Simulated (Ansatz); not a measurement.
## Computed properties of Si$_{3}$N$_{4}$

Si$_{3}$N$_{4}$:
```xyz
14
Lattice="0.0000 3.8947 3.8947 3.8947 0.0000 3.8947 3.8947 3.8947 0.0000" Properties=species:S:1:pos:R:3 pbc="T T T"
Si     4.8683     4.8683     4.8683
Si     4.8683     2.9210     2.9210
Si     2.9210     4.8683     2.9210
Si     2.9210     2.9210     4.8683
Si     1.9473     1.9473     1.9473
Si     0.0000     0.0000     0.0000
N      6.7576     6.7576     6.7576
N      6.7576     4.9264     4.9264
N      4.9264     6.7576     4.9264
N      4.9264     4.9264     6.7576
N      2.9791     2.9791     2.9791
N      2.9791     4.8102     4.8102
N      4.8102     2.9791     4.8102
N      4.8102     4.8102     2.9791
```

Space group Fd-3m (No. 227); conventional cell a = b = c = 7.789 Å, α = β = γ = 90.00°.

Method: the program Ansatz at the PBE level (PAW). Geometry: relaxed at this level of theory. Other levels are named where they apply.

Cell and energy:

```yaml
volume_per_atom: 8.44 Å³
density: 3.94 g/cm³
Formation energy from the elements (no fitted shifts): -0.91 eV/atom
```

Electronic structure:

```yaml
band_gap: 3.34 eV (indirect)
valence_band_maximum: on the K–Γ line, 56 % of the way from K
conduction_band_minimum: at Γ
smallest_direct_gap_on_the_standard_path: 3.38 eV
Electron effective mass, band 1 of 3 at the edge: 0.58 along [100], 0.47 along [110], 0.44 along [111] (mₑ)
Electron effective mass, band 2 of 3 at the edge: 0.33 along [100], 0.38 along [110], 0.36 along [111] (mₑ)
Electron effective mass, band 3 of 3 at the edge: 0.33 along [100], 0.33 along [110], 0.36 along [111] (mₑ)
HSE06 gap on the PBE cell: 4.65 eV
```

Mechanics:

```yaml
Bulk modulus (Birch–Murnaghan fit): 293 GPa
Pressure derivative B′: 4.2
Elastic constants (relaxed ions, GPa): C11 = 513, C12 = 184, C44 = 326
mechanical_stability: stable (all eigenvalues of C positive)
hill_bulk_and_shear_moduli: 293 and 248 GPa
Young's modulus: 580 GPa
Poisson's ratio: 0.17
debye_temperature_from_the_elastic_constants: 1280 K
```

Dielectric response:

```yaml
Electronic dielectric constant ε∞ (DFPT): 5.31
Static dielectric constant ε0 (ions relaxed, cell fixed): 12.8
Born charges (a third of the trace): Si +3.59 to +3.68, N -2.74 e
```

Phonons:

```yaml
Highest zone-centre frequency (without LO–TO term): 936 cm^-1
zone_centre_stability: no imaginary mode at Γ
dynamical_stability_on_the_path: stable (no imaginary branch)
zero_point_energy: 108.7 meV/atom
Vibrational entropy at 300 K: 8.0 J/(K·mol of atoms)
```

Charges:

```yaml
bader_charges: Si +3.05 to +3.11, N -2.32 e
```

Symmetry was held in the PBE relaxation. The references are the lowest solids computed at this level, not always the standard phases (solids in place of the gases).

Potentials: the later of the program's two PAW sets.
